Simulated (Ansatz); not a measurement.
Rh (dhcp (α-La type), space group No. 194) at seven volumes, DFT-PBEsol in the program Ansatz with PAW potentials, shape and atoms relaxed at each. One row is withheld.

| V (Å³/atom) | P (GPa) |
|---|---|
| 12.308 | 35.26 |
| 12.714 | 21.32 |
| 13.120 | ? |
| 13.525 | 0.00 |
| 13.931 | -8.06 |
| 14.337 | -14.76 |
| 14.743 | -20.31 |

### Question
Fit the shown pressures and predict the withheld one.

### Answer
P = (3/2)B₀(x^(7/2) − x^(5/2))[1 + (3/4)(B′ − 4)(x − 1)] with x = (V₀/V)^(2/3). Least squares on the six rows gives V₀ = 13.525 Å³/atom, B₀ = 294 GPa, B′ = 5.11. At V = 13.120, x = 1.0205 and P = 9.66 GPa. The run itself gave 9.69 GPa.

Space group P6_3/mmc (dhcp (α-La type)). The workflow started from a Materials Project entry (that database holds measured and hypothetical structures alike); the Crystallography Open Database copy checked does not list it. It is not the phase usual at ambient conditions (space group No. 225). Symmetry was held in the PBEsol relaxation; whether a distortion lowers the energy is not shown. No spin polarisation was allowed.

Potentials: the later of the program's two PAW sets.
